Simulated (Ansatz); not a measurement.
BiPt (NiAs type)

```xyz
4
Lattice="4.3779 0.0000 0.0000 -2.1889 3.7914 0.0000 0.0000 0.0000 5.5440" Properties=species:S:1:pos:R:3 pbc="T T T"
Bi     0.0000     2.5276     1.3860
Bi     2.1889     1.2638     4.1580
Pt     0.0000     0.0000     2.7720
Pt     0.0000     0.0000     0.0000
```

In this cell atom 1 (Bi, nearest neighbour Pt at 2.883 Å; its periodic images, 4.4 Å or more away, move with it) is moved by u·(0.707, 0.707, 0.000) + v·(0.000, 0.000, 1.000); the rest is frozen.

All values below come from r2SCAN (plane waves to 500 eV, PAW, scalar-relativistic; Ansatz, an electronic-structure program). k mesh 10×10×7 (Γ-centred), Fermi-Dirac smearing 0.05 eV. Compression counts positive. Points where atoms come too close for the PAW data are left out (x in tables, blank in figures). With partly filled bands, energies and forces of such displacements shift with the k mesh and the smearing. BiPt is run without spin polarisation. BiPt was relaxed with its symmetry unable to fall. Spin-orbit coupling is left out, though Bi and Pt are heavy. 

```json
[
 {"P (GPa)": "v = -0.720", "u = -0.720": "24.3", "u = -0.360": "[?]", "u = 0.000": "8.3", "u = 0.360": "14.6", "u = 0.720": "x"},
 {"P (GPa)": "v = -0.360", "u = -0.720": "13.5", "u = -0.360": "5.5", "u = 0.000": "2.3", "u = 0.360": "[?]", "u = 0.720": "x"},
 {"P (GPa)": "v = 0.000", "u = -0.720": "[?]", "u = -0.360": "2.8", "u = 0.000": "0.0", "u = 0.360": "3.9", "u = 0.720": "18.9"},
 {"P (GPa)": "v = 0.360", "u = -0.720": "13.5", "u = -0.360": "5.5", "u = 0.000": "2.3", "u = 0.360": "[?]", "u = 0.720": "x"},
 {"P (GPa)": "v = 0.720", "u = -0.720": "24.3", "u = -0.360": "[?]", "u = 0.000": "8.3", "u = 0.360": "14.6", "u = 0.720": "x"}
]
```

Q: Fill in the missing entries.

A: 
- v = -0.720, u = -0.360: 12.7
- v = -0.360, u = 0.360: 6.8
- v = 0.000, u = -0.720: 9.4
- v = 0.360, u = 0.360: 6.8
- v = 0.720, u = -0.360: 12.7

(For displaced atoms, the force is minus the slope of the energy, and its curvature is a force constant, which sets phonon frequencies.)
